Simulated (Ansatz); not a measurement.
NiGe2:
```
CELL_PARAMETERS angstrom
      1.72647    -5.87705     0.00000
      1.72647     5.87705     0.00000
      0.00000     0.00000     4.53373
ATOMIC_POSITIONS crystal
  Ge 0.94206 0.05794 0.75000
  Ge 0.05794 0.94206 0.25000
  Ge 0.26129 0.73871 0.75000
  Ge 0.73871 0.26129 0.25000
  Ni 0.60695 0.39305 0.75000
  Ni 0.39305 0.60695 0.25000
```

This is the PBE-relaxed structure.

Problem. All from DFT-PBE in the program Ansatz with PAW potentials, unless another level is named. Predict the electronic character.

Solution. metallic (no gap).

Problem. Predict the density of states at the Fermi level.

Solution. 0.43 states/eV per atom (mean over ±0.08 eV).

Problem. Next, the formation energy from the elements (no fitted shifts)?

Solution. 0.12 eV/atom.

Space group Cmcm. The cell is a constructed one: a structure type filled with these elements; neither database checked (COD, Materials Project) lists it. Whether it is the stable phase at ambient conditions was not checked. Symmetry was held in the PBE relaxation; its stability against distortions is not shown here. The workflow began spin-polarised and lost its moments. The references are the lowest solids computed at this level, not always the standard phases. Scalar-relativistic: spin–orbit coupling is off unless named, which matters more the heavier the elements.

Potentials: the later of the program's two PAW sets.
